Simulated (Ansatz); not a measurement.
This run works on a proposed trial structure, not on a known crystal.

Input and command of a plane-wave DFT calculation in Ansatz:

```yaml
crystal:
  lattice:
    - [-1.2534785118, 3.5345418669, 6.0155160666]
    - [1.2534785118, -3.5345418669, 6.0155160666]
    - [1.2534785118, 3.5345418669, -6.0155160666]
  atoms:
    - { symbol: P, position: [0.1426367732, 0.1426367732, 0.0] }
    - { symbol: P, position: [0.8573632268, 0.8573632268, 0.0] }
    - { symbol: C, position: [0.9744074714, 0.7647584013, 0.2096490701] }
    - { symbol: C, position: [0.0255925286, 0.2352415987, 0.7903509299] }
    - { symbol: C, position: [0.5551093311, 0.7647584013, 0.7903509299] }
    - { symbol: C, position: [0.4448906689, 0.2352415987, 0.2096490701] }
basis:
  ecutwfc: 420
kpoints:
  mp_grid: { grid: [14, 14, 14] }
hamiltonian:
  xc: pbe
scf:
  occupations: { method: gaussian, width: 0.1 }
output:
  forces: true
  stress: true
  eigenvalues: true
relax:
  adjacent_minimum: "off"
  f_tol: 0.01
  max_steps: 30
  cell: { stress_tol: 0.1, fix: [volume] }
```

```bash
ansatz run input.yaml --threads 1 --pin off --max-ram 2560MiB --backend cpu --events-out ev --progress --plain --runs-dir out
```

Processor: Intel(R) Xeon(R) Platinum 8488C (Sapphire Rapids), 1 thread, on a host shared with other jobs.

Task: How long does it run, and how much memory does it take?

Result: About 4.1 min, peak memory 0.97 GiB. It solves 19 bands at 428 k points (after reduction by symmetry) with about 2099 plane waves, in 29 SCF iterations over 6 ionic steps.
